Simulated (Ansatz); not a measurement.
HfN (NiAs type, space group No. 194), plane-wave PAW LDA (Ansatz code), all energies at zero smearing, with the estimated change up to a 700 eV cutoff added, with one set of potentials and settings (totals compare only within such a set). Cell of 4 atoms (2 Hf, 2 N): -31709.199 eV.

```json
[
 {"element": "Hf", "reference phase": "P6_3/mmc, 2 atoms in the cell", "E (eV/atom)": "-15476.8591"},
 {"element": "N", "reference phase": "P4_2/mnm, 4 atoms in the cell", "E (eV/atom)": "-373.6497"}
]
```

Formation energy per atom, worked out: (-31709.199 − 2×(-15476.8591) − 2×(-373.6497))/4 = -2.045 eV/atom (-197 kJ per mol of atoms), at 0 K, without zero-point energy or fitted corrections.

The first step of the workflow began from a Materials Project structure, measured or hypothetical; the Crystallography Open Database copy checked does not list it. It is not the phase usual at ambient conditions (space group No. 225). Symmetry was held in the LDA relaxation; whether a distortion lowers the energy is not shown. No spin polarisation was allowed. The references are the lowest solids computed at this level, not always the standard phases (solids in place of the gases). Scalar-relativistic: spin–orbit coupling is off unless named, which matters more the heavier the elements.

Potentials: the later of the program's two PAW sets.
